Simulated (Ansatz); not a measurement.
Is this V₃BMo structure a true minimum?

The calculation used DFT PBE, scalar-relativistic, plane waves, PAW in Ansatz 0.2.0. Plane waves to 420 eV, a k mesh through Γ of 10×10×10 on the computed 5-atom cell and Gaussian smearing (0.10 eV); no spin polarisation.

The cell below (5 atoms, Pm-3m (No. 221)) is relaxed within its symmetry. It is a trial structure, and others of V₃BMo can lie lower.

```
CELL_PARAMETERS angstrom
4.05116 0.00000 0.00000
0.00000 4.05116 0.00000
0.00000 0.00000 4.05116
ATOMIC_POSITIONS crystal
V 0.00000 0.50000 0.50000
V 0.50000 0.00000 0.50000
V 0.50000 0.50000 0.00000
B 0.50000 0.50000 0.50000
Mo 0.00000 0.00000 0.00000
```

For the test it was strained at random by about 1.5 %, the atoms were moved at random (σ = 0.10 Å), and all was relaxed without symmetry on a coarse k mesh of 6×6×6 with 0.1 eV smearing. The unmoved cell, run with the same settings, is the reference; its energy there differs by 3 meV/atom from that of the cell above, which cancels only where start and end are alike, and differences of a few meV/atom aren't resolved.

(1) Is the structure stable against such a distortion?

Results:

(1) It doesn't return. The energy falls by 13 meV/atom on that mesh, the volume changes by -0.1 %, and the end has space group R-3m (No. 166) at a loose tolerance. Relaxed again on a k mesh of 12×12×12, the new structure lies 11 meV/atom below the first. Space group R-3m (No. 166), trigonal, a = 5.916 Å, c = 6.570 Å. V is coordinated by 2 B at 2.03 Å; B has 6 V at 2.03 Å; Mo has 6 V at 2.78 Å and 6 V at 2.96 Å (next B at 3.29 Å).

```
V B Mo
1.0
     2.95818    1.70791    2.19006
    -2.95818    1.70791    2.19006
     0.00000   -3.41582    2.19006
V B Mo
3 1 1
Direct
  0.00000 0.50000 0.50000
  0.50000 0.00000 0.50000
  0.50000 0.50000 0.00000
  0.50000 0.50000 0.50000
  0.00000 0.00000 0.00000
```

Cost: 4 runs of about 6.9 core-minutes in all, on Arm Neoverse V2 (shared hosts).